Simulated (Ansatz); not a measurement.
SiCO4 in space group I-4 (No. 82; Si on 2a, C on 2c, O on 8g), the program Ansatz at the PBEsol level (PAW). The conduction-band minimum lies at Γ, with 1 equivalent valley. Second derivatives d²E/dk² of the lowest band at one valley (eV·Å²), along Cartesian directions:

```csv
direction,d²E/dk²
[100],13.56
[010],13.56
[001],13.73
[110],13.57
[101],13.65
[011],13.65
```

Question: Find the principal effective masses, the density-of-states mass and the conductivity mass.

Answer: Off-diagonal terms follow from H_xy = H[110] − (H_xx + H_yy)/2, and m*/mₑ = 7.620 eV·Å² over each eigenvalue: 0.55, 0.56, 0.56. One valley's DOS mass (m₁m₂m₃)^(1/3) = 0.56, conductivity mass 3/(Σ 1/mᵢ) = 0.56 mₑ.

Question: What effective density of states Nc follows at 300 K for parabolic valleys?

Answer: Nc = 2.509e19 × 1 × (0.56)^(3/2) ≈ 1.1e19 cm⁻³.

Question: With the computed static dielectric constant 5.02 (mean of the diagonal), estimate a hydrogenic donor's binding energy and radius.

Answer: E = 13.606 eV × 0.56/5.02² ≈ 300 meV; a = 0.529 Å × ε/m* ≈ 4.7 Å. Semilocal masses tend to be too small when the gap is underestimated.

The start of the workflow was typed in or built on a structure type; neither database checked (COD, Materials Project) lists it. Whether it is the stable phase at ambient conditions was not checked. Symmetry was held in the PBEsol relaxation; whether a distortion lowers the energy is not shown.

Potentials: the later of the program's two PAW sets.
